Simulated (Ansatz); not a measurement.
# TaAs: from a starting cell to a relaxed one

The start is a generated trial cell of TaAs in the AFLOW prototype AB_hP8_186_ab_ab (B5, as in SiC). The structure is fully relaxed (lattice and positions, P = 0) with PBE (plane waves to 420 eV, PAW, scalar-relativistic; Ansatz, an electronic-structure program). First-step values are on the input's coarse k-mesh.

Ansatz input (later rounds restart from its end on a renewed k-mesh):
Ansatz 0.2 input:
```yaml
crystal:
  lattice:
    - [3.7536076, 0, 0]
    - [-1.8768038, 3.2507196, 0]
    - [0, 0, 12.2883491]
  atoms:
    - { symbol: Ta, position: [0, 0, 0] }
    - { symbol: Ta, position: [0, 0, 0.5] }
    - { symbol: Ta, position: [0.66666667, 0.33333333, 0.75018] }
    - { symbol: Ta, position: [0.33333333, 0.66666667, 0.25018] }
    - { symbol: As, position: [0, 0, 0.81216] }
    - { symbol: As, position: [0, 0, 0.31216] }
    - { symbol: As, position: [0.66666667, 0.33333333, 0.56329] }
    - { symbol: As, position: [0.33333333, 0.66666667, 0.06329] }
basis: { ecutwfc: 420, ecutrho_ratio: 4, xc_grid: 2, fft_grid_basis: typed }
kpoints: { mp_grid: { grid: [7, 7, 2] } }
hamiltonian:
  xc: pbe
  dispersion: none
  pseudopotentials: { azcp: { folder: ./paw }, kind: paw }
scf: { occupations: { method: fermi_dirac, width: 0.05 } }
relax: { f_tol: 0.01, max_steps: 100, cell: { stress_tol: 0.02 } }
output: { forces: true, stress: true }
```

| Property | Result |
|---|---|
| Initial pressure | +47 GPa (positive: the cell is compressed) |
| Largest initial force | about 0.7 eV/Å, on As5, As6 (atoms numbered as listed) |
| Outcome | The space group stays P6₃mc (No. 186) (the run could not lower it), with 8 atoms in the primitive cell |
| Optimiser moves | 29 |

Final values are on a 18×18×3 k-mesh of the relaxed cell. No spin polarisation in the result. A magnetic state may lie lower.

The run could not lose the symmetry of its start, so the end can be a saddle point.

The relaxed structure here is a generated cell of TaAs: the first start was made by placing the elements on the sites of a structure type, and the end was not matched to a known phase here, so it may be hypothetical. Known forms of TaAs include space group No. 109.
